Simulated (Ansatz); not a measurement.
Relaxed structure of CH2O on the (100) surface of TiC, one molecule per 36.8 Å² (the molecule's atoms stand last):

```xyz
36
Lattice="6.0686 0.0000 0.0000 0.0000 6.0686 0.0000 0.0000 0.0000 25.7734" Properties=species:S:1:pos:R:3 pbc="T T T"
Ti    1.5172    1.5172    8.0000
Ti    1.5172    4.5515    8.0000
Ti    4.5515    1.5172    8.0000
Ti    4.5515    4.5515    8.0000
C     3.0343    3.0343    8.0000
C     3.0343    0.0000    8.0000
C     0.0000    3.0343    8.0000
C     0.0000    0.0000    8.0000
Ti    3.0343    3.0343   10.1456
Ti    3.0343    0.0000   10.1456
Ti    0.0000    3.0343   10.1456
Ti    0.0000    0.0000   10.1456
C     4.5515    4.5515   10.1456
C     4.5515    1.5172   10.1456
C     1.5172    4.5515   10.1456
C     1.5172    1.5172   10.1456
Ti    4.5556    4.5568   12.2735
Ti    4.5560    1.5120   12.2724
Ti    1.5119    4.5574   12.2727
Ti    1.5128    1.5128   12.2722
C    -0.0008    0.0001   12.2893
C    -0.0004    3.0354   12.2860
C     3.0343    0.0002   12.2884
C     3.0345    3.0351   12.2807
Ti    0.0005    0.0052   14.4362
Ti    0.0005    3.0330   14.3502
Ti    3.0312    0.0019   14.3558
Ti    3.0332    3.0356   14.3505
C     1.5238    1.5255   14.4821
C     1.5208    4.5459   14.4944
C     4.5453    1.5246   14.4918
C     4.5452    4.5452   14.4901
C     5.5670    5.2280   17.4792
O     6.0346    6.0936   16.7585
H     5.0736    4.3331   17.0481
H     5.6172    5.3356   18.5826
```

Method: DFT PBE+D3(BJ), scalar-relativistic, plane waves, PAW in Ansatz 0.2.0. Settings: cutoff 420 eV, Γ-centred mesh 3×3×1 on the computed 36-atom cell, Gaussian smearing of 0.10 eV; no spin polarisation. The cell repeats along c with a dipole correction in the vacuum.

The slab and the molecular layer are also computed alone at these places.

Q: How does the adsorption energy per molecule split into interaction and deformation?

A: E_ads = -0.544 eV: interaction of the rigid parts -0.598 eV, deformation of the slab +0.050 eV, deformation of the molecule with its lateral interactions +0.004 eV.

Q: How much charge moves across the plane at z = 15.63 Å, midway between slab and molecule?

A: No net charge (under 0.01 e); half the integral of |Δρ| is 0.22 e.

Spin polarisation was left out, and a magnetic state may lie lower.